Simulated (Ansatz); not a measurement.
## TiB2 (AlB2 type, space group P6/mmm): frozen-phonon scan

Relaxed TiB₂ (AlB2 type, space group P6/mmm):

```yaml
crystal:
  lattice:
    - [6.06397, 0.00000, 0.00000]
    - [-1.51599, 2.62578, 0.00000]
    - [0.00000, 0.00000, 3.22435]
  atoms:
    - { symbol: Ti, position: [0.00000, 0.00000, 0.00000] }
    - { symbol: Ti, position: [0.50000, 0.00000, 0.00000] }
    - { symbol: B, position: [0.16667, 0.66667, 0.50000] }
    - { symbol: B, position: [0.66667, 0.66667, 0.50000] }
    - { symbol: B, position: [0.33333, 0.33333, 0.50000] }
    - { symbol: B, position: [0.83333, 0.33333, 0.50000] }
```

The atoms are displaced by Q × the pattern below (from a DFPT mode at M = (0.5, 0.0, 0.0), largest move 1; Q in Å), at fixed cell. (q is in reciprocal vectors of the primitive cell; the cell shown is doubled to hold the pattern.)

```tsv
atom	x	y	z
B3	0.500	-0.866	0.000
B4	-0.500	0.866	0.000
B5	0.500	-0.866	0.000
B6	-0.500	0.866	0.000
```

Atoms not listed stay in place.

Computed with PBE (plane waves to 420 eV, PAW, scalar-relativistic; Ansatz, a program for electronic structure). k mesh 9×18×14 (Γ-centred), Fermi-Dirac smearing 0.05 eV. Energies are smeared free energies. Compression counts positive. With partly filled bands, energies and forces of such displacements shift with the k mesh and the smearing. TiB2 is run without spin polarisation. TiB2 was relaxed with its symmetry unable to fall. ΔE is measured from the undisplaced structure.

```tsv
Q (Å)	ΔE (meV/cell)	P (GPa)	−dE/dQ from forces (eV/Å)
-0.100	212	0.7	4.233
-0.083	147	0.5	3.528
-0.067	94	0.3	2.823
-0.050	53	0.2	2.117
-0.033	24	0.1	1.411
-0.017	6	0.0	0.706
0.000	0	0.0	0.000
0.017	6	0.0	-0.706
0.033	24	0.1	-1.411
0.050	53	0.2	-2.117
0.067	94	0.3	-2.823
0.083	147	0.5	-3.528
0.100	212	0.7	-4.233
```

Read from the data:

Energy at Q = 0.100 Å: 212 meV/cell
Space group of the distorted cell: Pbam (No. 55), lowered from P6/mmm
Symmetry of the curve: even: the same for both signs
Shape of the curve: a single well with its minimum at or next to zero displacement
Harmonic wavenumber from the curvature (finite differences): 516 cm⁻¹

(For displaced atoms, the force is minus the slope of the energy, and its curvature is a force constant, which sets phonon frequencies.)
